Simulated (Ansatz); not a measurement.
An Ansatz (a first-principles code) input:

Ansatz 0.2 input:
```yaml
crystal:
  lattice:
    - [2.5953470033, 1.498424291, 4.6381154573]
    - [-2.5953470033, 1.498424291, 4.6381154573]
    - [0.0, -2.996848582, 4.6381154573]
  atoms:
    - { symbol: Li, position: [0.2817014975, 0.2817014975, 0.2817014975] }
    - { symbol: Li, position: [0.7817014975, 0.7817014975, 0.7817014975] }
    - { symbol: Ta, position: [0.9996544316, 0.9996544316, 0.9996544316] }
    - { symbol: Ta, position: [0.4996544316, 0.4996544316, 0.4996544316] }
    - { symbol: O, position: [0.6185494811, 0.2263804342, 0.8619011557] }
    - { symbol: O, position: [0.2263804342, 0.8619011557, 0.6185494811] }
    - { symbol: O, position: [0.8619011557, 0.6185494811, 0.2263804342] }
    - { symbol: O, position: [0.1185494811, 0.3619011557, 0.7263804342] }
    - { symbol: O, position: [0.7263804342, 0.1185494811, 0.3619011557] }
    - { symbol: O, position: [0.3619011557, 0.7263804342, 0.1185494811] }
kpoints:
  mp_grid: { grid: [5, 5, 5] }
  band_path:
    path:
      - [[0.0, 0.0, 0.0], [0.5, 0.5, 0.5], [0.7637516005, 0.2362483995, 0.5]]  # Γ-T-H_2
      - [[0.5, -0.2362483995, 0.2362483995], [0.5, 0.0, 0.0], [0.0, 0.0, 0.0], [0.3681241997, -0.3681241997, 0.0]]  # H_0-L-Γ-S_0
      - [[0.6318758003, 0.0, 0.3681241997], [0.5, 0.0, 0.5], [0.0, 0.0, 0.0]]  # S_2-F-Γ
      - [VBM, CBM]
    npoints: 10
basis: { xc_grid: 2 }
hamiltonian:
  xc: pbe
  pseudopotentials: { azcp: { folder: ./paw }, kind: paw_fr }
magnetization: { noncollinear: true, spin_orbit: true }
scf:
  n_extra_bands: 20
  convergence: { dr2_threshold: 0.0000000001 }
  occupations: { method: gaussian, width: 0.01 }
checkpoint: { write: soc.run }
output: { eigenvalues: true }
```

Q: How many symmetry operations and irreducible k-points will the run report?

A: 6 operations, 19 of 125 k-points.

Q: With a cutoff of 420 eV, how many plane waves at Γ?

A: 2115.

It took roughly 5 core-minutes on shared server cores.

Space group R3c. The cell was relaxed with PBE under the symmetry of its start. No spin polarisation was allowed.

Potentials: the earlier of the program's two PAW sets.

Ansatz is a plane-wave DFT program.
